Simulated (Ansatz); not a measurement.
Au (fcc, Cu type)

```xyz
1
Lattice="0.0000 2.0620 2.0620 2.0620 0.0000 2.0620 2.0620 2.0620 0.0000" Properties=species:S:1:pos:R:3 pbc="T T T"
Au     0.0000     0.0000     0.0000
```

The slice is a {100} plane (indices of the conventional cell) through the point (0.000, 0.000, 0.000) (fractional), spanned by u = [100] and v = [0 1 -1] in vectors of this cell: u (2.92 Å) and v (2.92 Å, at 90° to u). It covers one period; positions are fractions (u, v).

Calculation: r2SCAN (plane waves to 500 eV, PAW, scalar-relativistic; Ansatz, a first-principles code). k mesh 19×19×19. These are valence fields of a PAW run, semicore shells included where kept as valence: close to a nucleus they are smooth pseudo fields. Au was relaxed with its symmetry unable to fall. Spin-orbit coupling is left out, though Au is heavy. The PAW data are Ansatz's earlier set.

Problem. What is the valence density on the shortest Au–Au line in this plane (2.92 Å), at its midpoint?

Solution. 0.26 e/Å³.

Problem. What is the ELF at the midpoint of the shortest Au–Au line in this plane (2.92 Å)?

Solution. 0.19.

Problem. Predict the map of the electrostatic potential energy of an electron, from the cell's mean on the slice.

Solution. 
```
|xxxxxxxxxx014555410xxxxxxxxx|
|xxxxxxxxxx014565410xxxxxxxxx|
|xxxxxxxxxx024666420xxxxxxxxx|
|xxxxxxxxx00356665300xxxxxxxx|
|xxxxxxxxx02467776420xxxxxxxx|
|xxxxxxxx0035677765300xxxxxxx|
|xxxxxxx003567888765300xxxxxx|
|xxxxxx00246788888764200xxxxx|
|xxxx000346788999887643000xxx|
|0000023567889999988765320000|
|1112345678899999998876543211|
|3444566788999999999887665444|
|5556677889999999999988776655|
|5566677889999999999988776665|
|5556677889999999999988776655|
|3444566788999999999887665444|
|1112345678899999998876543211|
|0000023567889999988765320000|
|xxxx000346788999887643000xxx|
|xxxxxx00246788888764200xxxxx|
|xxxxxxx003567888765300xxxxxx|
|xxxxxxxx0035677765300xxxxxxx|
|xxxxxxxxx02467776420xxxxxxxx|
|xxxxxxxxx00356665300xxxxxxxx|
|xxxxxxxxxx024666420xxxxxxxxx|
|xxxxxxxxxx014565410xxxxxxxxx|
|xxxxxxxxxx014555410xxxxxxxxx|
|xxxxxxxxxx013555310xxxxxxxxx|
```
Scale: ten equal steps from 3.00 (start of '0') to 11.44 (end of '9'), in the order '0123456789'. Values: electrostatic potential energy of an electron, from the cell's mean, in eV. The map has 28 points along u (one character each, u = 0 at the left) and 28 along v (v = 0 in the bottom row). Points within 1 Å of a nucleus are blanked (x), as the pseudised field means little there. Values under 3 eV are set to 3. The zero, the cell's mean, hangs on the PAW cores.
